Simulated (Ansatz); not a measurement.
Problem. Tl (hcp (Mg type), P6_3/mmc) is relaxed with PBEsol in the plane-wave PAW code Ansatz. What lattice parameters of the conventional cell result?

Solution. a = 3.461 Å, c = 5.512 Å.

The cell was relaxed with PBEsol under the symmetry of its start. Axis ratios of metals converge slowly with the k-mesh, so a and c are less sure than the volume. Scalar-relativistic: spin–orbit coupling is off unless named, which matters more the heavier the elements.

Potentials: the later of the program's two PAW sets.
